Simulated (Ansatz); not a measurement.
Given:

SiH₈N₂F₆:
```
CELL_PARAMETERS angstrom
      5.63678     0.00000     0.00000
     -2.81839     4.88159     0.00000
      0.00000     0.00000     8.92700
ATOMIC_POSITIONS crystal
  Si 0.66667 0.33333 0.74220
  Si 0.33333 0.66667 0.24220
  H  0.89975 0.79949 0.05289
  H  0.10025 0.89975 0.55289
  H  0.20051 0.10025 0.05289
  H  0.10025 0.20051 0.55289
  H  0.89975 0.10025 0.05289
  H  0.79949 0.89975 0.55289
  H  0.56702 0.43298 0.40715
  H  0.13404 0.56702 0.90715
  H  0.56702 0.13404 0.40715
  H  0.43298 0.56702 0.90715
  H  0.86596 0.43298 0.40715
  H  0.43298 0.86596 0.90715
  H  0.00000 0.00000 0.70731
  H  0.00000 0.00000 0.20731
  H  0.66667 0.33333 0.25199
  H  0.33333 0.66667 0.75199
  N  0.00000 0.00000 0.59137
  N  0.00000 0.00000 0.09137
  N  0.66667 0.33333 0.36768
  N  0.33333 0.66667 0.86768
  F  0.80830 0.61659 0.85246
  F  0.19170 0.80830 0.35246
  F  0.38341 0.19170 0.85246
  F  0.19170 0.38341 0.35246
  F  0.80830 0.19170 0.85246
  F  0.61659 0.80830 0.35246
  F  0.52488 0.47512 0.63402
  F  0.04976 0.52488 0.13402
  F  0.52488 0.04976 0.63402
  F  0.47512 0.52488 0.13402
  F  0.95024 0.47512 0.63402
  F  0.47512 0.95024 0.13402
```

This is the LDA-relaxed structure.

**Question.** All from LDA (plane waves, PAW; program Ansatz), unless another level is named. Estimate the electron effective mass.

**Answer.** 0.53 mₑ (isotropic).

**Question.** Next, the band gap?

**Answer.** 7.19 eV (direct).

**Question.** Next, the weight of the valence-edge state by species (Voronoi cells)?

**Answer.** F 96 %, H 3 %.

**Question.** And the weight of the conduction-edge state by species (Voronoi cells)?

**Answer.** H 49 %, F 35 %, N 10 %, Si 7 %.

**Question.** And the valence-band maximum?

**Answer.** at Γ.

Space group P6_3mc. The workflow started from a Materials Project entry (that database holds measured and hypothetical structures alike); the Crystallography Open Database files this formula in space group No. 186, but the cells were not matched. Whether it is the stable phase at ambient conditions was not checked. Symmetry was held in the LDA relaxation. At this level the phase is dynamically unstable (imaginary phonons). The volume lies over 15 % below that of the usual cell of this phase: another minimum, or an error of the functional. A crystal of weakly bound molecules computed without a dispersion correction: the cell and the soft elastic constants depend strongly on that.

Potentials: the later of the program's two PAW sets.
